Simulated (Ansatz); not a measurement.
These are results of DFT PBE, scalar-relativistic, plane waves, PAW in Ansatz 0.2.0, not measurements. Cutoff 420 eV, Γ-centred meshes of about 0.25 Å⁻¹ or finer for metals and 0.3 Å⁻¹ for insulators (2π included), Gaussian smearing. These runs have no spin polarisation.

Temperature and zero-point effects are left out.

Two forms of Ti₄Bi₂Te were relaxed alike.

A.

```cif
data_structure
_symmetry_space_group_name_H-M 'I4/mcm'
_symmetry_Int_Tables_number 140
_cell_length_a 10.5032
_cell_length_b 10.5032
_cell_length_c 5.4636
_cell_angle_alpha 90.000
_cell_angle_beta 90.000
_cell_angle_gamma 90.000
_cell_volume 602.73
loop_
_atom_site_label
_atom_site_type_symbol
_atom_site_symmetry_multiplicity
_atom_site_Wyckoff_symbol
_atom_site_fract_x
_atom_site_fract_y
_atom_site_fract_z
_atom_site_occupancy
Ti1 Ti 16 k 0.71058 0.59134 0.00000 1
Bi1 Bi 8 h 0.13650 0.63650 0.00000 1
Te1 Te 4 a 0.00000 0.00000 0.75000 1
```

B.

```cif
data_structure
_symmetry_space_group_name_H-M 'I-42d'
_symmetry_Int_Tables_number 122
_cell_length_a 8.3592
_cell_length_b 8.3592
_cell_length_c 8.4155
_cell_angle_alpha 90.000
_cell_angle_beta 90.000
_cell_angle_gamma 90.000
_cell_volume 588.05
loop_
_atom_site_label
_atom_site_type_symbol
_atom_site_symmetry_multiplicity
_atom_site_Wyckoff_symbol
_atom_site_fract_x
_atom_site_fract_y
_atom_site_fract_z
_atom_site_occupancy
Ti1 Ti 16 e 0.32502 0.58189 0.21917 1
Bi1 Bi 8 d 0.25000 0.88419 0.37500 1
Te1 Te 4 a 0.00000 0.50000 0.25000 1
```

Question: Which would you expect to be lower, and how large is the difference?

Answer: B is lower, by 120 meV/atom. A has space group I4/mcm (No. 140), 21.5 Å³/atom and no gap on its mesh; B has space group I-42d (No. 122), 21.0 Å³/atom and no gap. A holds Te–Te chains (shortest 2.73 Å); in B the shortest Te–Te distance is 4.68 Å. In A, Ti has 2 Te at 2.77 Å, 2 Bi at 2.88–2.96 Å, 1 Ti at 2.94 Å, 2 Bi at 3.20 Å and 6 Ti at 3.26–3.41 Å; Bi is surrounded by 4 Ti at 2.88–2.96 Å and 4 Ti at 3.20 Å; Te has 2 Te at 2.73 Å and 8 Ti at 2.77 Å. In B, Ti has 2 Te at 2.81–2.86 Å, 1 Ti at 2.91 Å, 4 Bi at 2.92–2.98 Å and 2 Ti at 3.23 Å; Bi has 8 Ti at 2.92–2.98 Å; around Te lie 8 Ti at 2.81–2.86 Å. Both come from trial cells of a structure search.

These runs have no spin–orbit coupling, which can matter for Bi and Te. Trial moments fell under 0.15 μB along the way in I4/mcm; another start might hold them. Cells relaxed within their symmetry can be saddle points.
